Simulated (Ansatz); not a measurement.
Given:

GeS2:
```
CELL_PARAMETERS angstrom
      3.44896     0.00000     0.00000
      0.00000     3.44896     0.00000
      0.00000     0.00000    10.46256
ATOMIC_POSITIONS crystal
  Ge 0.00000 0.00000 0.50000
  Ge 0.50000 0.50000 0.00000
  S  0.00000 0.50000 0.86481
  S  0.00000 0.50000 0.36481
  S  0.50000 0.00000 0.63519
  S  0.50000 0.00000 0.13519
```

This is the LDA-relaxed structure. x, y and z are the axes in which the lattice vectors are written.

### Question
All from the program Ansatz at the LDA level (PAW), unless another level is named. Give the Poisson's ratio.

### Answer
0.29.

### Question
Predict the elastic constants (relaxed ions, GPa).

### Answer
C11 = 152, C12 = 3.3, C13 = 18.8, C33 = 33.3, C44 = 11.5, C66 = 6.3.

Space group P4_2/nmc. The first step of the workflow began from a Materials Project structure, measured or hypothetical; the Crystallography Open Database copy checked does not list it. COD files the formula under space group No. 14, 43, 82, 122, 217. Whether it is the stable phase at ambient conditions was not checked. The cell was relaxed with LDA under the symmetry of its start; its stability against distortions is not shown here. A crystal of weakly bound layers computed without a dispersion correction: the cell and the soft elastic constants depend strongly on that.

Potentials: the later of the program's two PAW sets.
